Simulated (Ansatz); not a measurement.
Relaxed-ion elastic tensor of SiC in space group P6_422 (No. 181; Si on 3c, C on 3d) in GPa (Voigt order), DFT-r²SCAN in the program Ansatz with PAW potentials; density 3.47 g/cm³, 9.59 Å³ per atom.

```json
[
 {"": "1", "1": "473", "2": "85.0", "3": "89.9", "4": "0.0", "5": "0.0", "6": "0.0"},
 {"": "2", "1": "85.0", "2": "473", "3": "89.9", "4": "0.0", "5": "0.0", "6": "0.0"},
 {"": "3", "1": "89.9", "2": "89.9", "3": "642", "4": "0.0", "5": "0.0", "6": "0.0"},
 {"": "4", "1": "0.0", "2": "0.0", "3": "0.0", "4": "214", "5": "0.0", "6": "0.0"},
 {"": "5", "1": "0.0", "2": "0.0", "3": "0.0", "4": "0.0", "5": "214", "6": "0.0"},
 {"": "6", "1": "0.0", "2": "0.0", "3": "0.0", "4": "0.0", "5": "0.0", "6": "194"}
]
```

Is the crystal mechanically stable?

Yes: the smallest eigenvalue of C is 194 GPa.

Work out the Voigt, Reuss and Hill averages.

K_V = 235, K_R = 231, K_H = 233; G_V = 213, G_R = 210, G_H = 212 GPa.

Give Young's modulus, Poisson's ratio, Pugh's ratio and the universal anisotropy index.

E = 9KG/(3K + G) = 487 GPa; ν = 0.15; K/G = 1.10 (brittle by the Pugh limit of 1.75); A_U = 5G_V/G_R + K_V/K_R − 6 = 0.08.

Estimate the sound speeds and the Debye temperature.

v_l = √((K + 4G/3)/ρ) = 12200 m/s, v_t = √(G/ρ) = 7810 m/s, mean 8580 m/s; Θ = (h/k)(3n/4πV)^(1/3) v_m = 1200 K.

Solve the Christoffel equation for the three sound speeds along x, y, z.

Eigenvalues of C_ijkl n_j n_l equal ρv² (piezoelectric stiffening left out). In km/s, slowest first: x 7.48, 7.86, 11.67; y 7.48, 7.86, 11.67; z 7.86, 7.86, 13.61.

How much does each axis shrink under pressure?

Linear compressibilities β_i = Σ_j S_ij (j = 1 to 3): x 1.6, y 1.6, z 1.1 per TPa.

The start of the workflow was typed in or built on a structure type; neither database checked (COD, Materials Project) lists it. It is not the phase usual at ambient conditions (space group No. 186, 216). The r²SCAN relaxation kept the symmetry of its start; its stability against distortions is not shown here. Its formation energy is positive at this level, so the cell may be metastable or incomplete.

Potentials: the later of the program's two PAW sets.
